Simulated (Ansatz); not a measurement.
AlN (rock salt, Fm-3m), the program Ansatz at the LDA level (PAW): ε∞ = 5.04, cell volume 16.13 Å³. Infrared-active transverse modes:

```csv
ω_TO (cm⁻¹),oscillator strength S_xx (e²/amu)
477.1,0.9467
```

Problem. Compute the static dielectric constant.

Solution. Each mode adds (4.921e7/V) S/ω²: 12.68. So ε0 = 17.7.

Problem. What LO frequency does the Lyddane–Sachs–Teller relation give?

Solution. ω_LO = ω_TO √(ε0/ε∞) = 895 cm⁻¹.

This is a known high-pressure phase of the composition, computed here at zero pressure and temperature. Symmetry was held in the LDA relaxation; phonons on a q-mesh show no instability. The volume moved by -39 % from the start of the relaxation.

Potentials: the later of the program's two PAW sets.
